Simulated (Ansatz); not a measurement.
All numbers below come from Ansatz, DFT, r2SCAN, plane waves (500 eV) with PAW, scalar-relativistic. The PAW files were generated under PBE, with cores re-solved for the functional.

An element in the omega (AlB2-type) structure gives this curve. The cell is scaled uniformly from the relaxed one, with fractional coordinates and shape fixed. Energies are extrapolated to zero smearing, pressures are those at the given smearing. Magnetic state: spin not included.

| V (Å³/atom) | E − E₀ (meV/atom) | P (GPa) |
| --- | --- | --- |
| 12.891 | 68.2 | 14.47 |
| 13.477 | 27.1 | 8.37 |
| 14.063 | 5.8 | 3.61 |
| 14.649 | 0.0 | -0.11 |
| 15.235 | 6.2 | -3.00 |
| 15.821 | 21.7 | -5.23 |
| 16.407 | 44.2 | -6.93 |

**Question.** Which element is it?
A. manganese
B. zinc
C. ruthenium
D. palladium

**Answer.** B. Its fit is V₀ = 14.62 Å³/atom, B₀ = 82 GPa, B₀′ = 5.3.
